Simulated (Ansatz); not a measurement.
BN (h-BN type, space group P6_3/mmc)

```yaml
crystal:
  lattice:
    - [2.50644, 0.00000, 0.00000]
    - [-1.25322, 2.17064, 0.00000]
    - [0.00000, 0.00000, 6.61469]
  atoms:
    - { symbol: B, position: [0.33333, 0.66667, 0.25000] }
    - { symbol: B, position: [0.66667, 0.33333, 0.75000] }
    - { symbol: N, position: [0.33333, 0.66667, 0.75000] }
    - { symbol: N, position: [0.66667, 0.33333, 0.25000] }
```

The relaxed cell is deformed in two ways at once: its volume V is scaled, and at that volume it is stretched along z (the c axis of the conventional cell) so that c/a changes. Fractional atomic positions are held.

These are PBE-D3(BJ) (plane waves to 420 eV, PAW, scalar-relativistic; Ansatz, a quantum-chemistry and plane-wave program) values and carry that method's errors. k mesh 15×15×5 (Γ-centred), Fermi-Dirac smearing 0.05 eV. Stress and pressure are positive under compression. BN was relaxed with its symmetry unable to fall.

At one point of the scan the stress tensor (GPa) is:

```
   44.0      0.0      0.0
    0.0     44.0      0.0
    0.0      0.0      0.3
```

**Question.** Which point is it?
(A) V/V₀ = 0.920, (c/a)/(c/a)₀ = 1.020
(B) V/V₀ = 0.920, (c/a)/(c/a)₀ = 0.960
(C) V/V₀ = 0.920, (c/a)/(c/a)₀ = 0.980
(D) V/V₀ = 0.960, (c/a)/(c/a)₀ = 1.040

**Answer.** A, V/V₀ = 0.920, (c/a)/(c/a)₀ = 1.020

(Under strain, the slope of the energy per volume gives the stress and its curvature an elastic modulus.)
